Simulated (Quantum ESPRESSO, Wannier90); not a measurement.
Wannierisation of MoS₂ (R3m)

```
MoS2
1.0
   -1.59215     2.75768     0.00000
   -3.18430     0.00000     0.00000
   -1.59215     0.91923     6.48210
Mo S
1 2
Direct
  0.00022   0.00022   0.99934
  0.58706   0.58706   0.23881
  0.74670   0.74670   0.75991
```

Materials Project entry mp-1434; symmetrised, unrelaxed at this level. COD (Crystallography Open Database) has the formula in 3 space groups, this one among them (matched by group alone). Method: PBEsol plane waves in Quantum ESPRESSO 7.5 (PseudoDojo norm-conserving files, 64 Ry, no spin polarisation, no spin-orbit coupling), Bloch states on a 12×12×12 mesh through Γ, Wannier90 4.0.1. Density: 12×12×12 mesh, cold smearing 0.01 Ry. The cell is built of weakly bound layers, chains or molecules, whose nearest atoms lie 3.85 Å apart. Database cells relaxed without dispersion often hold them too far apart, which can enlarge gaps and weakens couplings between them; spacing and stacking were not compared with the measured crystal.

Base run: 11 functions from bands 7-27 of the 27 computed, start hydrogen-like Mo: d; S: p, centres 0.05 Å off the atoms, frozen window up to 2.57 eV relative to the valence-band maximum, outer window open. One setting was then changed (edges relative to the valence-band maximum; misfit to pw.x on a path, for states up to 2.1 eV relative to the valence-band maximum).

```tsv
run	Ω_I (Å²)	rms misfit (meV)	worst (meV)
base	17.17	0.5	6.9
changed	12.96	674	1622
```

Q: Which change was made?
(A) frozen window to 3.57 eV
(B) no frozen window
(C) frozen window to 1.57 eV
(D) outer window to 9.31 eV
(E) frozen window to -0.43 eV

A: B, no frozen window. The others give:

```
run                        Ω_I (Å²)  rms misfit (meV)  worst (meV)
-------------------------  --------  ----------------  -----------
frozen window to 1.57 eV      15.95                39          374
frozen window to 3.57 eV      17.94               0.2          1.0
frozen window to -0.43 eV     15.36                95          536
outer window to 9.31 eV       17.58               0.2          1.3
```
